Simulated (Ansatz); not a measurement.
Steps from a short run of molecular dynamics on a 2×2×1 supercell (16 atoms) of MgCdS2 (ordering on rocksalt), relaxed with r2SCAN; forces from r2SCAN in Ansatz, 2×2×2 mesh, Fermi-Dirac smearing of 0.146 eV, a Langevin thermostat at fixed volume, set at 1700 K. Spin polarisation is off, nuclei are classical, and the run is far too short for thermal averages. The structure comes from a prototype and may be hypothetical.

Cell vectors in Å:
```
7.5660 0.0000 0.0000
0.0000 7.5660 0.0000
0.0000 0.0000 5.3524
```

Q: At 10 fs the positions in Å are
```
Mg   0.083   0.093   0.100
S    0.020   0.064   2.749
Cd   1.862   1.875   2.704
S    1.928   1.935  -0.005
Mg   0.076   3.679   0.028
S   -0.056   3.710   2.632
Cd   1.915   5.698   2.581
S    1.806   5.689   0.031
Mg   3.771  -0.094   0.001
S    3.841  -0.041   2.560
Cd   5.695   1.939   2.676
S    5.577   1.981  -0.101
Mg   3.729   3.882  -0.025
S    3.781   3.789   2.747
Cd   5.660   5.614   2.699
S    5.678   5.672  -0.063
```
What are the forces, and how far does the free energy (smearing included) lie above that of step 0, with the atoms on their sites?

A: 23.2 meV an atom; forces in eV/Å:
```
Mg  -0.466  -0.117  -0.172
S    0.049  -0.469  -0.220
Cd   0.423   0.070  -0.096
S   -0.057  -0.231   0.136
Mg  -0.493   0.246  -0.141
S    0.533   0.664   0.007
Cd  -0.158  -0.092   0.520
S    0.166   0.007  -0.594
Mg   0.305   0.268  -0.162
S   -0.201   0.197   0.324
Cd  -0.397  -0.403  -0.321
S    0.329  -0.375   0.726
Mg   0.321  -0.195   0.126
S   -0.605   0.029  -0.369
Cd   0.241   0.217  -0.262
S    0.010   0.184   0.499
```

Q: At 14 fs the positions in Å are
```
Mg   0.125   0.129   0.135
S    0.027   0.081   2.776
Cd   1.855   1.873   2.707
S    1.938   1.954  -0.003
Mg   0.107   3.641   0.027
S   -0.067   3.691   2.613
Cd   1.918   5.697   2.542
S    1.772   5.695   0.045
Mg   3.761  -0.120  -0.001
S    3.866  -0.063   2.515
Cd   5.702   1.954   2.676
S    5.528   2.019  -0.138
Mg   3.709   3.913  -0.032
S    3.788   3.799   2.769
Cd   5.657   5.593   2.711
S    5.682   5.660  -0.086
```
What are the forces, and how far does the free energy (smearing included) lie above that of step 0, with the atoms on their sites?

A: 44.0 meV an atom; forces in eV/Å:
```
Mg  -0.649  -0.202  -0.228
S    0.078  -0.569  -0.285
Cd   0.583   0.096  -0.095
S   -0.019  -0.353   0.137
Mg  -0.749   0.395  -0.170
S    0.716   0.833   0.003
Cd  -0.148  -0.083   0.788
S    0.242   0.007  -0.889
Mg   0.451   0.314  -0.245
S   -0.307   0.323   0.465
Cd  -0.553  -0.576  -0.442
S    0.487  -0.528   0.993
Mg   0.446  -0.217   0.168
S   -0.882  -0.038  -0.508
Cd   0.333   0.300  -0.384
S   -0.026   0.298   0.693
```

Q: At 16 fs the positions in Å are
```
Mg   0.147   0.149   0.151
S    0.029   0.085   2.791
Cd   1.852   1.871   2.709
S    1.942   1.963  -0.001
Mg   0.122   3.621   0.028
S   -0.071   3.684   2.602
Cd   1.921   5.694   2.524
S    1.753   5.698   0.048
Mg   3.753  -0.133  -0.004
S    3.881  -0.070   2.497
Cd   5.704   1.961   2.675
S    5.502   2.035  -0.155
Mg   3.704   3.925  -0.037
S    3.792   3.806   2.778
Cd   5.656   5.582   2.716
S    5.686   5.654  -0.093
```
What are the forces, and how far does the free energy (smearing included) lie above that of step 0, with the atoms on their sites?

A: 55.7 meV an atom; forces in eV/Å:
```
Mg  -0.739  -0.267  -0.246
S    0.108  -0.581  -0.322
Cd   0.638   0.104  -0.093
S    0.020  -0.415   0.135
Mg  -0.886   0.493  -0.189
S    0.802   0.871   0.013
Cd  -0.137  -0.064   0.909
S    0.298   0.007  -1.009
Mg   0.528   0.323  -0.277
S   -0.381   0.365   0.514
Cd  -0.606  -0.660  -0.496
S    0.569  -0.593   1.112
Mg   0.493  -0.204   0.195
S   -1.024  -0.079  -0.576
Cd   0.382   0.352  -0.425
S   -0.066   0.348   0.756
```

Q: At 30 fs the positions in Å are
```
Mg   0.262   0.213   0.236
S    0.047   0.044   2.906
Cd   1.846   1.828   2.705
S    2.015   2.004   0.012
Mg   0.186   3.496   0.063
S   -0.048   3.659   2.543
Cd   1.926   5.672   2.418
S    1.605   5.722   0.036
Mg   3.729  -0.197  -0.026
S    4.023  -0.068   2.401
Cd   5.733   2.026   2.662
S    5.317   2.126  -0.222
Mg   3.716   3.970  -0.086
S    3.821   3.851   2.834
Cd   5.665   5.488   2.729
S    5.735   5.627  -0.097
```
What are the forces, and how far does the free energy (smearing included) lie above that of step 0, with the atoms on their sites?

A: 144.1 meV an atom; forces in eV/Å:
```
Mg  -1.081  -0.464  -0.289
S    0.255  -0.240  -0.627
Cd   0.883   0.071   0.017
S   -0.105  -0.802   0.105
Mg  -1.482   1.066  -0.410
S    1.146   0.787   0.204
Cd   0.165   0.053   1.468
S    0.996  -0.178  -1.378
Mg   0.818   0.356  -0.442
S   -0.902   0.369   0.783
Cd  -0.853  -1.239  -0.561
S    1.451  -1.121   1.398
Mg   0.388   0.161   0.510
S   -1.921  -0.243  -1.108
Cd   0.648   0.909  -0.483
S   -0.405   0.515   0.814
```

Q: At 34 fs the positions in Å are
```
Mg   0.279   0.224   0.254
S    0.060   0.029   2.922
Cd   1.841   1.811   2.696
S    2.050   2.017   0.019
Mg   0.188   3.479   0.070
S   -0.024   3.681   2.532
Cd   1.935   5.665   2.398
S    1.573   5.730   0.005
Mg   3.733  -0.206  -0.045
S    4.045  -0.050   2.381
Cd   5.742   2.044   2.658
S    5.285   2.128  -0.233
Mg   3.730   3.972  -0.088
S    3.791   3.858   2.842
Cd   5.678   5.472   2.729
S    5.748   5.626  -0.088
```
What are the forces, and how far does the free energy (smearing included) lie above that of step 0, with the atoms on their sites?

A: 153.3 meV an atom; forces in eV/Å:
```
Mg  -1.053  -0.457  -0.301
S    0.177  -0.096  -0.691
Cd   0.951   0.101   0.092
S   -0.390  -0.860   0.059
Mg  -1.410   1.098  -0.480
S    0.963   0.533   0.274
Cd   0.175   0.121   1.329
S    1.194  -0.201  -1.145
Mg   0.797   0.354  -0.428
S   -0.885   0.248   0.820
Cd  -0.811  -1.204  -0.544
S    1.706  -1.179   1.357
Mg   0.293   0.297   0.547
S   -1.674  -0.185  -1.170
Cd   0.476   0.953  -0.441
S   -0.507   0.476   0.723
```

Q: At 38 fs the positions in Å are
```
Mg   0.287   0.234   0.278
S    0.068   0.013   2.940
Cd   1.837   1.794   2.691
S    2.080   2.023   0.030
Mg   0.182   3.465   0.072
S   -0.004   3.705   2.509
Cd   1.945   5.656   2.377
S    1.556   5.734  -0.029
Mg   3.745  -0.208  -0.081
S    4.057  -0.030   2.366
Cd   5.750   2.058   2.653
S    5.266   2.130  -0.243
Mg   3.743   3.974  -0.081
S    3.748   3.867   2.845
Cd   5.692   5.463   2.732
S    5.765   5.631  -0.074
```
What are the forces, and how far does the free energy (smearing included) lie above that of step 0, with the atoms on their sites?

A: 157.2 meV an atom; forces in eV/Å:
```
Mg  -0.978  -0.505  -0.324
S    0.112   0.045  -0.767
Cd   0.984   0.140   0.159
S   -0.670  -0.873  -0.005
Mg  -1.270   1.103  -0.569
S    0.746   0.265   0.392
Cd   0.124   0.236   1.171
S    1.321  -0.176  -0.898
Mg   0.741   0.345  -0.336
S   -0.838   0.140   0.796
Cd  -0.764  -1.126  -0.526
S    1.890  -1.191   1.301
Mg   0.201   0.410   0.529
S   -1.258  -0.160  -1.137
Cd   0.274   0.930  -0.380
S   -0.615   0.418   0.593
```
